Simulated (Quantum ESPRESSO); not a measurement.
Ta2GaPtLiSn2Mo, different elements on one site, starting from this cell

A calculation, not a measurement. The program is pw.x of Quantum ESPRESSO 7.5 (plane-wave density functional theory). The cell is made up: eight metal atoms on a hexagonal close-packed lattice, with elements, volume, strain and displacements drawn at random and not relaxed, so it may be unstable or far from any real phase. PseudoDojo standard norm-conserving files set the functional (PBE unless stated); there is no spin polarisation or spin-orbit coupling, the Fermi-Dirac width of 0.25 eV means electrons at about 2900 K, and the masses in the input are unused placeholders. The tin pseudopotential is less sure than most, with forces differing by about three percent from a second method on plain tin. Heavy elements are run without spin-orbit coupling, which real alloys of them have. A spin test at this wide smearing found no moment, but such smearing suppresses magnetism that the real alloy may have.

The runs put different elements on site 5. Cell, positions, cutoff, mesh and smearing stay as in the input of run 1; sites are counted in its order. Stress in the tables is positive in tension.

Input of run 1:

```
&control calculation='scf', pseudo_dir='./dojo.nc.sr.pbe.v0_5.standard.upf', outdir='./o', disk_io='minimal', tprnfor=.true., tstress=.true. /
&system ibrav=0, nat=8, ntyp=6, nbnd=65, ecutwfc=84.00895049, nosym=.true., tot_charge=0,
 occupations='smearing', smearing='fd', degauss=0.0183746611
/
&electrons conv_thr=1.470e-08, electron_maxstep=70, mixing_beta=0.5 /
ATOMIC_SPECIES
Ga 1.0 Ga.upf
Li 1.0 Li.upf
Mo 1.0 Mo.upf
Pt 1.0 Pt.upf
Sn 1.0 Sn.upf
Ta 1.0 Ta.upf
CELL_PARAMETERS angstrom
0.0468 5.4503 -0.0729
3.1168 -0.0393 4.9187
3.1594 0.0933 -4.9458
ATOMIC_POSITIONS angstrom
Ta 0.05 -0.046 0.0384
Ga 3.1088 -0.1426 0.0499
Ta 3.163 1.8653 -2.6301
Pt 3.3089 1.816 2.4922
Li 1.5048 2.672 0.0783
Sn 4.8796 2.8127 -0.1889
Mo 1.7108 4.5434 -2.5417
Sn 1.5874 4.5045 2.2947
K_POINTS automatic
4 5 5 1 1 1
```

```
run  elements on sites 1 to 8  -TS (eV)  pressure (GPa)  stress xx (GPa)  stress yy (GPa)  stress zz (GPa)  stress yz (GPa)  stress xz (GPa)  stress xy (GPa)  iterations
  1   Ta Ga Ta Pt Li Sn Mo Sn    -1.443          -13.74            16.02            13.22            11.97             1.00             1.06             0.40          14
  2   Ta Ga Ta Pt In Sn Mo Sn    -1.402           -9.46            10.69             8.62             9.07            -0.71             1.28            -0.18          14
  3   Ta Ga Ta Pt Pt Sn Mo Sn    -1.498          -15.95            17.16            15.88            14.81             0.30             0.14             0.88          15
  4   Ta Ga Ta Pt Sn Sn Mo Sn    -1.419           -8.75             9.78             7.65             8.82            -1.14             1.04            -0.61          15
  5   Ta Ga Ta Pt Ti Sn Mo Sn    -1.788          -13.71            16.14            12.99            11.99             0.81             0.48             0.41          16
```

Forces Fx Fy Fz (eV/Å):

| site | run 1 | run 2 | run 3 | run 4 | run 5 |
| --- | --- | --- | --- | --- | --- |
| 1 | -0.42 0.72 -0.43 | -0.58 0.47 -0.56 | -0.04 0.68 -0.64 | -0.52 0.24 -0.59 | -0.14 0.32 -0.96 |
| 2 | -0.15 0.46 -0.22 | 0.23 0.64 -0.19 | -0.20 0.50 -0.18 | 0.31 0.69 -0.19 | -0.14 0.53 -0.23 |
| 3 | -0.95 -0.52 0.65 | -0.85 -0.46 0.93 | -0.69 -0.20 0.46 | -0.75 -0.35 0.85 | -0.49 -0.31 0.83 |
| 4 | 0.58 -0.18 0.36 | 0.45 -0.27 0.28 | 0.51 -0.23 0.21 | 0.44 -0.29 0.33 | 0.59 -0.16 0.29 |
| 5 | 0.56 -0.13 -0.56 | 1.38 -0.56 -1.60 | 0.11 -0.03 -0.38 | 1.31 -0.70 -1.80 | 0.53 -0.24 -0.67 |
| 6 | -0.14 -1.07 0.47 | -0.91 -1.00 0.51 | -0.21 -0.96 0.56 | -1.01 -0.95 0.53 | -0.61 -0.87 0.52 |
| 7 | 0.01 0.50 -0.45 | -0.16 0.39 -0.29 | 0.07 0.17 -0.19 | -0.21 0.39 -0.24 | -0.22 0.34 -0.23 |
| 8 | 0.51 0.23 0.18 | 0.44 0.80 0.92 | 0.45 0.07 0.16 | 0.42 0.97 1.10 | 0.47 0.39 0.44 |

Energies are left out, as each element's file has its own zero. A rerun of one cell of this series at a higher cutoff and on a denser mesh moved values by no more than 0.002 eV in energy, 0.04 GPa in stress and 0.011 eV/Å in force, and a second program with other atomic files agreed on that cell to 2 % rms in force and 0.5 GPa in pressure.